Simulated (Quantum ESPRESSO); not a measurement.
## Si3O4FN (finding a planted mistake in a log)

Simulated, not a measurement. The program is pw.x of Quantum ESPRESSO 7.5 (plane-wave density functional theory). The cell is made up: 9 atoms on a quartz lattice, with randomly drawn elements, strain and displacements, not relaxed. PseudoDojo standard norm-conserving files (v0.5 for PBE, v0.4.1 for LDA and PBEsol) set the functional; there is no spin polarisation, spin-orbit coupling or dispersion term, and the masses in the input are unused placeholders.

Intended input:

```
&control calculation='scf', pseudo_dir='./dojo.nc.sr.pbe.v0_5.standard.upf', outdir='./o', disk_io='medium', tprnfor=.true., tstress=.true. /
&system ibrav=0, nat=9, ntyp=4, nbnd=30, ecutwfc=84.00895049, nosym=.true., tot_charge=0,
 occupations='smearing', smearing='fd', degauss=0.0018374661
/
&electrons conv_thr=7.350e-09, electron_maxstep=60, /
ATOMIC_SPECIES
F 1.0 F.upf
N 1.0 N.upf
O 1.0 O.upf
Si 1.0 Si.upf
CELL_PARAMETERS angstrom
5.1379 0.0 0.0
-2.5689 4.4495 0.0
0.0 0.0 5.6394
ATOMIC_POSITIONS angstrom
Si 2.3745 -0.0453 3.8214
Si -1.2752 2.0325 1.8872
Si 1.3572 2.344 -0.0689
O 1.4286 1.1334 4.4285
F 3.4084 0.6843 2.5052
O 2.8751 2.557 0.6699
O 0.3136 1.7793 1.2128
O -1.1518 3.287 3.0841
N 0.8111 3.8174 4.9835
K_POINTS automatic
5 5 4 1 1 1
```

The log is shortened where brackets say so; the opening notice, blank lines, dates and the lines on written files are dropped, and the path of the files is cut. It prints rydbergs, bohrs and kilobars, and counts compression as positive stress. Where no state is partly filled, the Fermi energy that it prints is only some level between the filled and the empty states on the mesh, and need not lie in the true gap.

Log of the intended run:

```
     Program PWSCF v.7.5
     Parallel version (MPI & OpenMP), running on       1 processor cores
     Number of MPI processes:                 1
     Threads/MPI process:                     1
     [start-up lines left out]
     bravais-lattice index     =            0
     lattice parameter (alat)  =       9.7092  a.u.
     unit-cell volume          =     870.0142 (a.u.)^3
     number of atoms/cell      =            9
     number of atomic types    =            4
     number of electrons       =        48.00
     number of Kohn-Sham states=           30
     kinetic-energy cutoff     =      84.0090  Ry
     charge density cutoff     =     336.0358  Ry
     scf convergence threshold =      7.3E-09
     mixing beta               =       0.7000
     number of iterations used =            8  plain     mixing
     Exchange-correlation= PBE
                           (   1   4   3   4   0   0   0)
     [axes and pseudopotential details left out]
   Cartesian axes
     site n.     atom                  positions (alat units)
         1        Si     tau(   1) = (   0.4621538  -0.0088168   0.7437669  )
         2        Si     tau(   2) = (  -0.2481948   0.3955896   0.3673096  )
         3        Si     tau(   3) = (   0.2641546   0.4562175  -0.0134101  )
         4        O      tau(   4) = (   0.2780513   0.2205960   0.8619280  )
         5        F      tau(   5) = (   0.6633839   0.1331867   0.4875922  )
         6        O      tau(   6) = (   0.5595866   0.4976741   0.1303840  )
         7        O      tau(   7) = (   0.0610366   0.3463088   0.2360497  )
         8        O      tau(   8) = (  -0.2241772   0.6397555   0.6002647  )
         9        N      tau(   9) = (   0.1578661   0.7429884   0.9699488  )
     number of k points=    50  Fermi-Dirac smearing, width (Ry)=  0.0018
                       cart. coord. in units 2pi/alat
        k(    1) = (   0.1000000   0.1732060   0.1138840), wk =   0.0400000
        k(    2) = (   0.1000000   0.1732060   0.3416520), wk =   0.0400000
     [further k points left out]
     Dense  grid:    90447 G-vectors     FFT dimensions: (  60,  60,  64)
     Estimated max dynamical RAM per process >     115.63 MB
     Initial potential from superposition of free atoms
     starting charge      47.9981, renormalised to      48.0000
     Starting wfcs are   36 randomized atomic wfcs
     total cpu time spent up to now is       14.6 secs
     per-process dynamical memory:    70.7 Mb
     Self-consistent Calculation
     iteration #  1     ecut=    84.01 Ry     beta= 0.70
     Davidson diagonalization with overlap
     ethr =  1.00E-02,  avg # of iterations =  3.0
     total cpu time spent up to now is       45.2 secs
     total energy              =    -227.18532688 Ry
     estimated scf accuracy    <       2.60903766 Ry
     iteration #  2     ecut=    84.01 Ry     beta= 0.70
     Davidson diagonalization with overlap
     ethr =  5.44E-03,  avg # of iterations =  3.1
     total cpu time spent up to now is       71.7 secs
     total energy              =    -227.75693228 Ry
     estimated scf accuracy    <       2.69097163 Ry
     [iterations 3 to 10 left out]
     iteration # 11     ecut=    84.01 Ry     beta= 0.70
     Davidson diagonalization with overlap
     ethr =  2.24E-09,  avg # of iterations =  2.2
     total cpu time spent up to now is      311.9 secs
     total energy              =    -228.31597100 Ry
     estimated scf accuracy    <       0.00000003 Ry
     iteration # 12     ecut=    84.01 Ry     beta= 0.70
     Davidson diagonalization with overlap
     ethr =  5.31E-11,  avg # of iterations =  3.4
     total cpu time spent up to now is      333.9 secs
     End of self-consistent calculation
     [lines on levels left out]
     the Fermi energy is     4.4838 ev
!    total energy              =    -228.31597101 Ry
     estimated scf accuracy    <          3.0E-09 Ry
     smearing contrib. (-TS)   =       0.00000000 Ry
     internal energy E=F+TS    =    -228.31597101 Ry
     The total energy is F=E-TS. E is the sum of the following terms:
     one-electron contribution =    -116.31936168 Ry
     hartree contribution      =      82.02900148 Ry
     xc contribution           =     -60.42563811 Ry
     ewald contribution        =    -133.59997270 Ry
     convergence has been achieved in  12 iterations
     Forces acting on atoms (cartesian axes, Ry/au):
     atom    1 type  4   force =    -0.03009728   -0.09665007    0.15540059
     atom    2 type  4   force =     0.17082640    0.25818068   -0.15411431
     atom    3 type  4   force =    -0.04549524    0.04161443    0.02661691
     atom    4 type  3   force =     0.01712787    0.01239864   -0.03145219
     atom    5 type  1   force =    -0.03850885   -0.09810547    0.04325556
     atom    6 type  3   force =    -0.01229021   -0.04923459    0.04830315
     atom    7 type  3   force =    -0.06270534    0.01158920    0.02383515
     atom    8 type  3   force =    -0.01226906   -0.06548230   -0.08643409
     atom    9 type  2   force =     0.01341170   -0.01431051   -0.02541076
     Total force =     0.442034     Total SCF correction =     0.000086
     Computing stress (Cartesian axis) and pressure
          total   stress  (Ry/bohr**3)                   (kbar)     P=      -81.52
  -0.00075905   0.00014998   0.00003581         -111.66       22.06        5.27
   0.00014998  -0.00021038  -0.00039396           22.06      -30.95      -57.95
   0.00003581  -0.00039396  -0.00069309            5.27      -57.95     -101.96
     init_run     :     13.58s CPU     14.44s WALL (       1 calls)
     electrons    :    306.10s CPU    319.37s WALL (       1 calls)
     forces       :      3.77s CPU      3.84s WALL (       1 calls)
     stress       :     14.45s CPU     14.52s WALL (       1 calls)
     [timing details left out]
     PWSCF        :   5m38.11s CPU   5m52.66s WALL
     JOB DONE.
```

A second run was made from an input with one planted mistake. Its log:

```
     Program PWSCF v.7.5
     Parallel version (MPI & OpenMP), running on       1 processor cores
     Number of MPI processes:                 1
     Threads/MPI process:                     1
     [start-up lines left out]
     bravais-lattice index     =            0
     lattice parameter (alat)  =       9.7092  a.u.
     unit-cell volume          =     870.0142 (a.u.)^3
     number of atoms/cell      =            9
     number of atomic types    =            4
     number of electrons       =        49.00
     number of Kohn-Sham states=           31
     kinetic-energy cutoff     =      84.0090  Ry
     charge density cutoff     =     336.0358  Ry
     scf convergence threshold =      7.3E-09
     mixing beta               =       0.7000
     number of iterations used =            8  plain     mixing
     Exchange-correlation= PBE
                           (   1   4   3   4   0   0   0)
     [axes and pseudopotential details left out]
   Cartesian axes
     site n.     atom                  positions (alat units)
         1        Si     tau(   1) = (   0.4621538  -0.0088168   0.7437669  )
         2        Si     tau(   2) = (  -0.2481948   0.3955896   0.3673096  )
         3        Si     tau(   3) = (   0.2641546   0.4562175  -0.0134101  )
         4        O      tau(   4) = (   0.2780513   0.2205960   0.8619280  )
         5        F      tau(   5) = (   0.6633839   0.1331867   0.4875922  )
         6        O      tau(   6) = (   0.5595866   0.4976741   0.1303840  )
         7        O      tau(   7) = (   0.0610366   0.3463088   0.2360497  )
         8        O      tau(   8) = (  -0.2241772   0.6397555   0.6002647  )
         9        N      tau(   9) = (   0.1578661   0.7429884   0.9699488  )
     number of k points=    50  Fermi-Dirac smearing, width (Ry)=  0.0018
                       cart. coord. in units 2pi/alat
        k(    1) = (   0.1000000   0.1732060   0.1138840), wk =   0.0400000
        k(    2) = (   0.1000000   0.1732060   0.3416520), wk =   0.0400000
     [further k points left out]
     Dense  grid:    90447 G-vectors     FFT dimensions: (  60,  60,  64)
     Estimated max dynamical RAM per process >     116.51 MB
     Initial potential from superposition of free atoms
     starting charge      47.9981, renormalised to      49.0000
     Starting wfcs are   36 randomized atomic wfcs
     total cpu time spent up to now is       10.0 secs
     per-process dynamical memory:    70.8 Mb
     Self-consistent Calculation
     iteration #  1     ecut=    84.01 Ry     beta= 0.70
     Davidson diagonalization with overlap
     ethr =  1.00E-02,  avg # of iterations =  3.2
     total cpu time spent up to now is       43.0 secs
     total energy              =    -226.98470928 Ry
     estimated scf accuracy    <       1.80092640 Ry
     iteration #  2     ecut=    84.01 Ry     beta= 0.70
     Davidson diagonalization with overlap
     ethr =  3.68E-03,  avg # of iterations =  3.6
     total cpu time spent up to now is       72.2 secs
     total energy              =    -227.38535467 Ry
     estimated scf accuracy    <       2.10705620 Ry
     [iterations 3 to 10 left out]
     iteration # 11     ecut=    84.01 Ry     beta= 0.70
     Davidson diagonalization with overlap
     ethr =  7.30E-10,  avg # of iterations =  2.8
     total cpu time spent up to now is      305.8 secs
     total energy              =    -227.80916149 Ry
     estimated scf accuracy    <       0.00000002 Ry
     iteration # 12     ecut=    84.01 Ry     beta= 0.70
     Davidson diagonalization with overlap
     ethr =  3.44E-11,  avg # of iterations =  2.6
     total cpu time spent up to now is      326.9 secs
     End of self-consistent calculation
     [lines on levels left out]
     the Fermi energy is     7.4084 ev
!    total energy              =    -227.80916149 Ry
     estimated scf accuracy    <          3.6E-09 Ry
     smearing contrib. (-TS)   =      -0.00033068 Ry
     internal energy E=F+TS    =    -227.80883081 Ry
     The total energy is F=E-TS. E is the sum of the following terms:
     one-electron contribution =    -115.74531561 Ry
     hartree contribution      =      82.73796390 Ry
     xc contribution           =     -61.20150640 Ry
     ewald contribution        =    -133.59997270 Ry
     convergence has been achieved in  12 iterations
     Forces acting on atoms (cartesian axes, Ry/au):
     atom    1 type  4   force =    -0.02222553   -0.07362076    0.11177216
     atom    2 type  4   force =     0.14122967    0.23798379   -0.10510613
     atom    3 type  4   force =    -0.04235039    0.04013461    0.02900456
     atom    4 type  3   force =    -0.01224870    0.03157377    0.01600337
     atom    5 type  1   force =    -0.00457157   -0.14477749    0.01244543
     atom    6 type  3   force =    -0.01866131   -0.02411477    0.00447853
     atom    7 type  3   force =    -0.03348821    0.01574773   -0.00189126
     atom    8 type  3   force =    -0.02553876   -0.05469611   -0.06829528
     atom    9 type  2   force =     0.01785480   -0.02823077    0.00158862
     Total force =     0.380224     Total SCF correction =     0.000072
     Computing stress (Cartesian axis) and pressure
          total   stress  (Ry/bohr**3)                   (kbar)     P=      126.04
   0.00058708   0.00030950  -0.00013470           86.36       45.53      -19.82
   0.00030950   0.00125463  -0.00040268           45.53      184.56      -59.24
  -0.00013470  -0.00040268   0.00072880          -19.82      -59.24      107.21
     init_run     :      9.25s CPU      9.97s WALL (       1 calls)
     electrons    :    303.32s CPU    316.86s WALL (       1 calls)
     forces       :      3.99s CPU      4.04s WALL (       1 calls)
     stress       :     14.87s CPU     14.93s WALL (       1 calls)
     [timing details left out]
     PWSCF        :   5m31.57s CPU   5m46.13s WALL
     JOB DONE.
```

Question: what was wrong in the second input?

Answer: the cell has the wrong charge. The input lines that differ, file-writing options aside:

```
- &system ibrav=0, nat=9, ntyp=4, nbnd=30, ecutwfc=84.00895049, nosym=.true., tot_charge=0,
+ &system ibrav=0, nat=9, ntyp=4, nbnd=31, ecutwfc=84.00895049, nosym=.true., tot_charge=-1,
```

|  | intended run | run with the mistake |
| --- | --- | --- |
| free energy (eV) | -3106.397 | -3099.502 |
| smearing term -TS (eV) | 0.0000 | -0.0045 |
| pressure (GPa) | -8.15 | 12.60 |
| largest force component (eV/Å) | 6.638 | 6.119 |
| largest change of a force component (eV/Å) |  | 1.260 |
| iterations | 12 | 12 |

For scale, a rerun of the intended cell at 1437 eV and a 7 x 7 x 6 mesh moved values by no more than 0.002 eV in energy, 0.02 GPa in stress and 0.002 eV/Å in force. The charged cell sits in a uniform background, so its energy and stress rest on the program's zero of potential. The number of bands, nbnd, was set by rule from the electron count and the smearing, so it follows the mistake.